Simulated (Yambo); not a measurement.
Yambo run on SrCl$_{2}$ (fluorite, space group Fm-3m, No. 225). The wavefunctions are norm-conserving PBEsol (Quantum ESPRESSO, 68 Ry, no spin-orbit coupling) ones on a 4×4×4 mesh (12 occupied bands); a = b = c = 4.8833 Å, α = β = γ = 60.00°.

Yambo input:

```
rim_cut
gw0
dyson
el_el_corr
HF_and_locXC
ppa
em1d
RandQpts= 1000000
RandGvec= 1 Ry
EXXRLvcs= 68 Ry
VXCRLvcs= 272 Ry
Chimod= "HARTREE"
% BndsRnXp
 1 | 54 |
%
NGsBlkXp= 3 Ry
% LongDrXp
 1.0 | 1.0 | 1.0 |
%
PPAPntXp= 27.2114 eV
% GbndRnge
 1 | 54 |
%
GTermKind= "none"
DysSolver= "n"
ExtendOut
% QPkrange
 1 | 1 | 13 | 13 |
 7 | 7 | 12 | 13 |
%
```

k points by index: 1 = Γ, 7 = X.

Table of the .qp output:

```
#    K-point    Band    Eo [eV]    E [eV]    E-Eo [eV]    Vxc [eV]    Vnlxc [eV]    Sc|Eo [eV]    Sc|E [eV]    dSc/dw|Eo [eV]    Re(Z)    Im(Z)
#
    1    13    5.256162    6.193097    0.936935    -8.066498    -3.933466    -3.053300    -3.196098    -4.146846    0.867758    -0.921263E-3
    7    12    0.000000    -1.285318    -1.285318    -14.69077    -19.00502    2.751205    3.028931    -5.879209    0.822328    -0.001191
    7    13    5.343720    6.669811    1.326091    -8.682114    -4.232463    -2.918399    -3.123560    -4.209582    0.866025    -0.949227E-3
```
(The two width columns are left out.) Convergence of these settings isn't established.

Geometry relaxed with PBEsol.
